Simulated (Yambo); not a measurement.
Given:

```xyz
5
Lattice="4.3595 0.0000 0.0000 -2.1798 3.7755 0.0000 0.0000 0.0000 7.3115" Properties=species:S:1:pos:R:3 pbc="T T T"
P      2.1798     1.2585     5.4520
P      0.0000     2.5170     1.8595
Sr     0.0000     0.0000     0.0000
Cd     0.0000     2.5170     4.6419
Cd     2.1798     1.2585     2.6697
```

Workflow: PBEsol (pw.x of Quantum ESPRESSO, ONCV potentials, without SOC), then G0W0 in Yambo (3×3×2 Γ-centred k mesh, bands 9 to 230 and a 8 Ry block in the screening, 230 bands in G with the Bruneval-Gonze terminator, plasmon pole fitted at 27.2 eV).

Problem. Give the PBEsol and G0W0 gaps between the band edges found on this mesh, and say where the edges lie.

Solution. Edges: Γ → Γ. PBEsol: 0.64 eV; G0W0: 1.33 eV. Nearest settings tried, and what they do to the gap: 149 bands in W, 149 bands in G: +4 meV; 7 Ry block (263 vectors against 325): -6 meV; 3×3×1 mesh: -86 meV. So the settings aren't converged at that level. The k mesh is coarse. Spin-orbit splittings are left out.

Geometry of the Materials Project entry, not relaxed at this level.

The structure is a Materials Project entry; no match was found in the copy of COD used, and its stability was not checked.
